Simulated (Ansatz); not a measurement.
This cell of WC (WC type, space group P-6m2) is off equilibrium:

```
WC
1.0
    2.92185     0.00000     0.00000
   -1.46093     2.53040     0.00000
    0.00000     0.00000     2.84710
W C
1 1
Direct
  0.00000   0.00000   0.00000
  0.79216   0.33333   0.50000
```

Computed with PBE (plane waves to 420 eV, PAW, scalar-relativistic; Ansatz, a program for electronic structure). k mesh 15×15×13 (Γ-centred), Fermi-Dirac smearing 0.05 eV. The energy includes the smearing's −TS. Compression counts positive. With partly filled bands, energies and forces of such displacements shift with the k mesh and the smearing. Spin-orbit coupling is left out, though W is heavy. WC is run without spin polarisation. WC was relaxed with its symmetry unable to fall.

### Question
What forces act on the atoms (eV/Å, Cartesian)?

### Answer
```
atom      Fx      Fy     Fz
----  ------  ------  -----
W1     4.893  -1.283  0.000
C2    -4.893   1.283  0.000
```

### Question
What is the stress tensor (GPa)?

### Answer
```
   14.1    -12.4      0.0
  -12.4     12.3      0.0
    0.0      0.0     31.6
```
The pressure, a third of the trace, is 19.3 GPa.

### Question
In it atom 2 sits (0.367, 0.000, 0.000) Å away from its relaxed site. What is its energy relative to the relaxed cell?

### Answer
958 meV/cell.

(For displaced atoms, the force is minus the slope of the energy, and its curvature is a force constant, which sets phonon frequencies.)
